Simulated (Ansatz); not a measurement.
**MnGaGe: anisotropy from total energies**

The calculation used DFT PBEsol, spin-orbit coupling, plane waves, PAW (Ansatz).

```
CELL_PARAMETERS angstrom
3.94596 0.00000 0.00000
0.00000 3.94596 0.00000
0.00000 0.00000 5.91088
ATOMIC_POSITIONS crystal
Mn 0.00000 0.00000 0.00000
Mn 0.50000 0.50000 0.00000
Ga 0.00000 0.50000 0.70377
Ga 0.50000 0.00000 0.29623
Ge 0.00000 0.50000 0.28095
Ge 0.50000 0.00000 0.71905
```

```
plane-wave cutoff                               : 420 eV
Γ-centred k-mesh                                : 10×10×6
occupation rule                                 : Gaussian smearing, 0.1 eV
list of starting moments (μB, in atom order)    : 4 4 0 0 0 0
check for lower electronic states after the SCF : on
```

The moments start along each conventional axis in turn. Free energies count from the first axis and are rough on this mesh. The states are those that the runs reached from these starts; a lower one can exist.

```tsv
axis	Cartesian direction	ΔF (meV/cell)	site spin moments along the axis, as the non-collinear run integrates them (μB)
c	0.000 0.000 1.000	0.000	Mn +2.06 (×2)
a	1.000 0.000 0.000	0.150	Mn +2.06 (×2)
```

Cost: 2 runs of about 39 core-minutes in all, on Arm Neoverse V1 (shared hosts).